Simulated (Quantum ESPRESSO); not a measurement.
Inputs of pw.x and gipaw.x (a modified build of Quantum ESPRESSO, PBE) for Ca$_{3}$MgO$_{4}$; the starting potential comes from an earlier run on another mesh:

```
&CONTROL
  calculation = 'scf'
  prefix = 'x'
  pseudo_dir = './pseudo'
  outdir = './out'
  tprnfor = .true.
/
&SYSTEM
  ibrav = 0
  nat = 8
  ntyp = 3
  ecutwfc = 45
  ecutrho = 180
  occupations = 'fixed'
  nbnd = 32
/
&ELECTRONS
  conv_thr = 1e-11
  startingpot = 'file'
/
ATOMIC_SPECIES
Mg 24.305 Mg.GGA_PBE-JTH.UPF
O 15.999 O.GGA_PBE-JTH.UPF
Ca 40.078 Ca.GGA_PBE-JTH.UPF
CELL_PARAMETERS angstrom
    4.721311914000     0.000000000000     0.000000000000
    0.000000000000     4.721311914000     0.000000000000
    0.000000000000     0.000000000000     4.721311914000
ATOMIC_POSITIONS crystal
Mg     0.000000000000     0.000000000000     0.000000000000
O      0.500000000000     0.000000000000     0.000000000000
Ca     0.000000000000     0.500000000000     0.500000000000
O      0.500000000000     0.500000000000     0.500000000000
Ca     0.500000000000     0.000000000000     0.500000000000
O      0.000000000000     0.000000000000     0.500000000000
Ca     0.500000000000     0.500000000000     0.000000000000
O      0.000000000000     0.500000000000     0.000000000000
K_POINTS automatic
5 5 5 1 1 1
```

```
&INPUTGIPAW
  job = 'nmr'
  prefix = 'x'
  tmp_dir = './out/'
  restart_mode = 'from_scratch'
  pawproj(1) = .true.
  pawproj(2) = .true.
  pawproj(3) = .true.
  use_nmr_macroscopic_shape = .false.
/
```

The cell was made here from a computed Materials Project entry: one of 4 Ca replaced by Mg, cell and atoms relaxed (PBE without dispersion, pw.x of Quantum ESPRESSO, symmetry kept). The parent is CaO in Fm-3m. The swapped cell is a model, not a known phase. Stability against distortions was not tested.

### Question
Give the final section of the GIPAW output.

### Answer
```
     Total NMR chemical shifts in ppm: ---------------------------------------
     (adopting the Simpson convention for anisotropy and asymmetry)-----------

     Atom  1  Mg  pos: (  0.000000  0.000000  0.000000)  Total sigma:         556.18
           556.1807         -0.0000          0.0000
            -0.0000        556.1807         -0.0000
             0.0000         -0.0000        556.1807

     Mg      1    anisotropy:      0.00    eta:    0.0000

     Atom  2  O   pos: (  0.500000  0.000000  0.000000)  Total sigma:         -32.57
          -163.0799          0.0000          0.0000
            -0.0000         32.6788         -0.0000
            -0.0000         -0.0000         32.6788

     O       2    anisotropy:   -195.76    eta:    0.0000

     Atom  3  Ca  pos: (  0.000000  0.500000  0.500000)  Total sigma:         936.07
           919.5896         -0.0000         -0.0000
            -0.0000        944.3159          0.0000
            -0.0000          0.0000        944.3159

     Ca      3    anisotropy:    -24.73    eta:    0.0000

     Atom  4  O   pos: (  0.500000  0.500000  0.500000)  Total sigma:        -160.09
          -160.0949          0.0000          0.0000
            -0.0000       -160.0949         -0.0000
            -0.0000         -0.0000       -160.0949

     O       4    anisotropy:      0.00    eta:    0.0000

     Atom  5  Ca  pos: (  0.500000  0.000000  0.500000)  Total sigma:         936.07
           944.3159         -0.0000         -0.0000
             0.0000        919.5896          0.0000
             0.0000         -0.0000        944.3159

     Ca      5    anisotropy:    -24.73    eta:    0.0000

     Atom  6  O   pos: (  0.000000  0.000000  0.500000)  Total sigma:         -32.57
            32.6788          0.0000          0.0000
             0.0000         32.6788         -0.0000
            -0.0000         -0.0000       -163.0799

     O       6    anisotropy:   -195.76    eta:    0.0000

     Atom  7  Ca  pos: (  0.500000  0.500000  0.000000)  Total sigma:         936.07
           944.3159         -0.0000          0.0000
             0.0000        944.3159          0.0000
             0.0000         -0.0000        919.5896

     Ca      7    anisotropy:    -24.73    eta:    0.0000

     Atom  8  O   pos: (  0.000000  0.500000  0.000000)  Total sigma:         -32.57
            32.6788         -0.0000          0.0000
            -0.0000       -163.0799          0.0000
             0.0000         -0.0000         32.6788

     O       8    anisotropy:   -195.76    eta:    0.0000
```
The printed anisotropy is 3/2 (σ_33 − σ_iso) in the program's own order; the axes are left out here. Anisotropies that symmetry doesn't fix are less certain than the isotropic values. These are absolute shieldings with no macroscopic susceptibility term; δ = σ_ref − σ needs a reference computed alike. By our sweeps, such settings leave a few ppm in absolute σ. The datasets of Mg hold no d projectors, which limits absolute σ on these atoms. PBE places the empty d or f states of Ca too low, which is known to distort σ on and beside such ions. The structure is static (0 K, no zero-point motion).
